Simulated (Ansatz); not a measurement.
AlRu2C:
```
CELL_PARAMETERS angstrom
      2.87843     0.00000     0.00000
     -1.43921     2.49279     0.00000
      0.00000     0.00000    13.35352
ATOMIC_POSITIONS crystal
  Al 0.66667 0.33333 0.25000
  Al 0.33333 0.66667 0.75000
  Ru 0.33333 0.66667 0.40410
  Ru 0.66667 0.33333 0.59590
  Ru 0.66667 0.33333 0.90410
  Ru 0.33333 0.66667 0.09590
  C  0.00000 0.00000 0.50000
  C  0.00000 0.00000 0.00000
```

Relaxed with r²SCAN. Special points in fractions of this cell's reciprocal vectors: Γ (0.000, 0.000, 0.000); M (0.500, 0.000, 0.000); K (0.333, 0.333, 0.000); A (0.000, 0.000, 0.500); L (0.500, 0.000, 0.500); H (0.333, 0.333, 0.500).

List the band energies nearest the Fermi level at these points for r²SCAN in the plane-wave PAW code Ansatz.

In eV from the Fermi level; about four levels below and three above (degenerate sets whole), none deeper than 8.9 eV; points with the same levels are listed once.

| k | below | above |
|---|---|---|
| Γ | -0.96 -0.96 -0.88 -0.88 | 1.01 1.27 4.35 4.35 |
| M | -1.04 -1.00 -0.87 -0.68 | 0.39 0.42 0.65 |
| K | -3.07 -3.07 -2.83 -0.81 -0.81 | 0.06 0.06 0.61 |
| A | -0.92 -0.92 -0.92 -0.92 | 1.14 1.14 4.39 4.39 4.39 4.39 |
| L | -1.14 -1.14 -1.02 -1.02 | 0.04 0.04 0.41 0.41 |
| H | -3.04 -3.04 -0.85 -0.85 | 0.22 0.22 0.81 0.81 |

Space group P6_3/mmc. The start of the workflow was typed in or built on a structure type; neither database checked (COD, Materials Project) lists it. Its standing as an ambient phase is unchecked. The cell was relaxed with r²SCAN under the symmetry of its start; its stability against distortions is not shown here. The run is not spin-polarised. Scalar-relativistic: spin–orbit coupling is off unless named, which matters more the heavier the elements.

Potentials: the later of the program's two PAW sets.
